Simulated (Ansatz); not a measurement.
SiC (wurtzite, P6_3mc), the program Ansatz at the PBEsol level (PAW). The conduction-band minimum lies at K, with 2 equivalent valleys. Second derivatives d²E/dk² of the lowest band at one valley (eV·Å²), along Cartesian directions:

| direction | d²E/dk² |
|---|---|
| [100] | 17.81 |
| [010] | 17.81 |
| [001] | 29.35 |
| [110] | 17.81 |
| [101] | 23.58 |
| [011] | 23.58 |

Find the principal effective masses, the density-of-states mass and the conductivity mass.

Off-diagonal terms follow from H_xy = H[110] − (H_xx + H_yy)/2, and m*/mₑ = 7.620 eV·Å² over each eigenvalue: 0.26, 0.43, 0.43. One valley's DOS mass (m₁m₂m₃)^(1/3) = 0.36, conductivity mass 3/(Σ 1/mᵢ) = 0.35 mₑ.

What effective density of states Nc follows at 300 K for parabolic valleys?

Nc = 2.509e19 × 2 × (0.36)^(3/2) ≈ 1.1e19 cm⁻³.

Symmetry was held in the PBEsol relaxation.

Potentials: the later of the program's two PAW sets.

Edges and masses are those of Kohn–Sham bands, whose gap is no quasiparticle gap.
